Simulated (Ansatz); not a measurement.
The calculation used DFT PBE, scalar-relativistic, plane waves, PAW (Ansatz). All cells share a 420 eV cutoff and Γ-centred k meshes spaced about 0.3 Å⁻¹ or finer (0.25 for metals, 2π included). No spin polarisation.

These are static total energies at zero pressure.

Compare these two cells of Sn₂Pb, each relaxed at this level.

A.

Space group P6/mmm (No. 191). a = 5.735 Å, b = 5.735 Å, c = 3.150 Å, α = 90.00°, β = 90.00°, γ = 120.00°
```json
{"atom": "Sn", "site": "2c", "symmetry": "-6m2", "x": "0.3333", "y": "0.6667", "z": "0.0000"}
{"atom": "Pb", "site": "1a", "symmetry": "6/mmm", "x": "0.0000", "y": "0.0000", "z": "0.0000"}
```

B.

Space group Fd-3m:1 (No. 227). a = 8.993 Å, b = 8.993 Å, c = 8.993 Å, α = 90.00°, β = 90.00°, γ = 90.00°
```json
{"atom": "Sn", "site": "16c", "symmetry": ".-3m", "x": "0.8750", "y": "0.8750", "z": "0.1250"}
{"atom": "Pb", "site": "8b", "symmetry": "-43m", "x": "0.2500", "y": "0.7500", "z": "0.2500"}
```

Question: Which form is favoured at zero pressure, and by what margin per atom?

Answer: A is lower, by 49 meV/atom. A has space group P6/mmm (No. 191), 29.9 Å³/atom and no gap on its mesh; B has the cubic Laves (C15) type, space group Fd-3m (No. 227), 30.3 Å³/atom and no gap. Counting all near atoms (those within 1.25 times the shortest distance at each site; a plus sign parts nearer from farther groups), A has Sn 8, Pb 8 and B has Sn 6+6, Pb 16. Even the lower one lies +0.06 eV/atom against the reference forms of the elements (uncorrected), so neither is stable at this level. In A, Sn has 5 Sn at 3.15–3.31 Å and 3 Pb at 3.31 Å; around Pb lie 2 Pb at 3.15 Å and 6 Sn at 3.31 Å. In B, Sn has 6 Sn at 3.18 Å and 6 Pb at 3.73 Å; Pb is surrounded by 12 Sn at 3.73 Å and 4 Pb at 3.89 Å. Both come from trial cells of a structure search, whose lowest cell (P6/mmm, 29.1 Å³/atom) lies 26 meV/atom below the lower of the two.

These runs have no spin–orbit coupling, which can matter for Pb. With atoms moved at random, A ended within 5 meV/atom of its own energy, in a cell of lower symmetry. Other cells relaxed within their symmetry can be saddle points. Some candidate types were left out of the draw beforehand, so a known form may be missing.
